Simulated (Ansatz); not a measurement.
Ca3GeO (anti-perovskite)

```
Ca3GeO
1.0
    4.67028     0.00000     0.00000
    0.00000     4.67028     0.00000
    0.00000     0.00000     4.67028
Ca Ge O
3 1 1
Direct
  0.50000   0.50000   0.00000
  0.00000   0.50000   0.50000
  0.50000   0.00000   0.50000
  0.00000   0.00000   0.00000
  0.50000   0.50000   0.50000
```

The slice is a {210} plane (indices of the conventional cell) through the point (0.500, 0.500, 0.500) (fractional), spanned by u = [100] and v = [021] in vectors of this cell: u (4.67 Å) and v (10.44 Å, at 90° to u). It covers one period; positions are fractions (u, v).

Computed with PBEsol (plane waves to 420 eV, PAW, scalar-relativistic; Ansatz, a quantum-chemistry and plane-wave program). k mesh 10×10×10. These are valence fields of a PAW run, semicore shells included where kept as valence: close to a nucleus they are smooth pseudo fields. At this level the bands of Ca3GeO touch or barely overlap. Ca3GeO was relaxed with its symmetry unable to fall.

Question: Sketch the electron localisation function (ELF) on this plane as a map.

Answer: 
```
|xx@@**  %%xxxx%%  **@@|
|%%##--  ..####..  --##|
|                      |
|..    ::++++++++::    |
|::..  ==########==  ..|
|    ..**##****##**..  |
|    --####++++####--  |
|  ..++####****####++..|
|    ..**%%####%%**..  |
|##++  ::**####**::  ++|
|xx@@++  ::====::  ++@@|
|xxxx%%  ..----..  %%xx|
|xx@@++  ::====::  ++@@|
|##++  ::**####**::  ++|
|    ..**%%####%%**..  |
|  ..++####****####++..|
|    --####++++####--  |
|    ..**##****##**..  |
|::..  ==########==  ..|
|..    ::++++++++::    |
|                      |
|%%##--  ..####..  --##|
|xx@@**  %%xxxx%%  **@@|
|xxxx##  @@xxxx@@  ##xx|
```
Scale: ten equal steps from 0.04 (start of ' ') to 0.86 (end of '@'), in the order ' .:-=+*#%@'. Values: electron localisation function (ELF). The map has 11 points along u (two characters each, u = 0 at the left) and 24 along v (v = 0 in the bottom row). Points within 0.5 Å of a nucleus are blanked (x), as the pseudised field means little there.
